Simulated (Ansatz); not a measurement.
Zr:
Space group Fd-3m, origin choice 1 (No. 227); a = b = c = 6.1864 Å, α = β = γ = 90.00°

```json
[
 {"atom": "Zr", "site": "8b", "symmetry": "-43m", "x": "0.5000", "y": "0.5000", "z": "0.5000"}
]
```
(The calculation used a cell of 2 atoms; values per cell refer to that cell.)

Relaxed with r²SCAN.

Question: Tabulate the valence density and the electron localisation function along the shortest Zr–Zr contact (2.68 Å), r²SCAN in the plane-wave PAW code Ansatz.

Answer: 

```tsv
distance from Zr (Å)	density (e/Å³)	ELF
0.27	4.11	0.39
0.40	4.14	0.64
0.54	3.53	0.75
0.67	2.52	0.76
0.80	1.54	0.67
0.94	0.86	0.47
1.07	0.50	0.26
1.21	0.35	0.16
1.34	0.31	0.13
1.47	0.35	0.16
1.61	0.50	0.26
1.74	0.86	0.47
1.88	1.54	0.67
2.01	2.52	0.76
2.14	3.53	0.75
2.28	4.14	0.64
2.41	4.11	0.39
```

The density is the valence pseudo-density with augmentation charge, so density and ELF within about 1 Å of a nucleus are not all-electron values.

The start of the workflow was typed in or built on a structure type; neither database checked (COD, Materials Project) lists it. It is not the phase usual at ambient conditions (space group No. 194). The r²SCAN relaxation kept the symmetry of its start; whether a distortion lowers the energy is not shown. No spin polarisation was allowed. The volume moved by -20 % from the start of the relaxation.

Potentials: the earlier of the program's two PAW sets.
